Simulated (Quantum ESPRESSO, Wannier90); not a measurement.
## Wannier functions of PtSe₂ (CdI2 type)

```yaml
crystal:
  lattice:
    - [3.71731, 0.00000, 0.00000]
    - [-1.85866, 3.21928, 0.00000]
    - [0.00000, 0.00000, 5.82007]
  atoms:
    - { symbol: Pt, position: [0.00000, 0.00000, 0.00000] }
    - { symbol: Se, position: [0.66667, 0.33333, 0.77461] }
    - { symbol: Se, position: [0.33333, 0.66667, 0.22539] }
```

Structure: Materials Project mp-1115, symmetrised, not relaxed again. COD (Crystallography Open Database) has an entry of this formula and space group (matched by these alone). Method: PBEsol plane waves in Quantum ESPRESSO 7.5 (PseudoDojo norm-conserving files, 69 Ry, no spin polarisation, no spin-orbit coupling), Bloch states on a 12×12×6 mesh through Γ, Wannier90 4.0.1. Density: 12×12×6 mesh, Gaussian smearing 0.01 Ry. The cell is built of weakly bound layers, chains or molecules, whose nearest atoms lie 3.85 Å apart. Database cells relaxed without dispersion often hold them too far apart, which can enlarge gaps and weakens couplings between them; spacing and stacking were not compared with the measured crystal. Spin-orbit coupling is left out although heavy elements are present.

Base run: 11 functions from bands 17-37 of the 37 computed, start hydrogen-like Pt: d; Se: p, frozen window up to 1.85 eV relative to the valence-band maximum, outer window open. One thing is changed at a time; window edges are relative to the valence-band maximum. The misfit compares interpolated bands with pw.x on a high-symmetry path, for states up to 1.3 eV relative to the valence-band maximum. Converged means that the tolerances were met: symmetric starts can stop on a saddle, which shows as a larger Ω_OD at equal Ω_I and can move the misfit too.

```json
[
 {"setting": "base", "functions": "11", "frozen to (eV)": "1.85", "Ω_I (Å²)": "19.07", "Ω_D (Å²)": "0.02", "Ω_OD (Å²)": "0.89", "rms misfit (meV)": "0.4", "worst (meV)": "4.2", "ended": "converged"}
]
```

Q: Starting from this base row, predict which settings stop with an error, and how Ω_I and the misfit move in the others: frozen window to 2.85 eV; frozen window to 1.35 eV; frozen window to 0.85 eV; frozen window to 4.23 eV; outer window to 4.47 eV; outer window to 7.47 eV.

A: 
```
setting                   functions  frozen to (eV)  Ω_I (Å²)  Ω_D (Å²)  Ω_OD (Å²)  rms misfit (meV)  worst (meV)                          ended
------------------------  ---------  --------------  --------  --------  ---------  ----------------  -----------  -----------------------------
frozen window to 2.85 eV         11            2.85     19.19      0.02       0.90               0.3          2.5                      converged
frozen window to 1.35 eV         11            1.35     18.46      0.01       0.83               5.1          107                      converged
frozen window to 0.85 eV         11            0.85     17.65      0.01       0.75                29          303                      converged
frozen window to 4.23 eV         11            4.23         –         –          –                 –            –  stops: too many frozen states
outer window to 4.47 eV          11            1.85     19.17      0.02       0.90               0.3          2.5                      converged
outer window to 7.47 eV          11            1.85     19.09      0.02       0.89               0.3          2.6                      converged
```

Runs of this sweep that didn't settle are not listed.
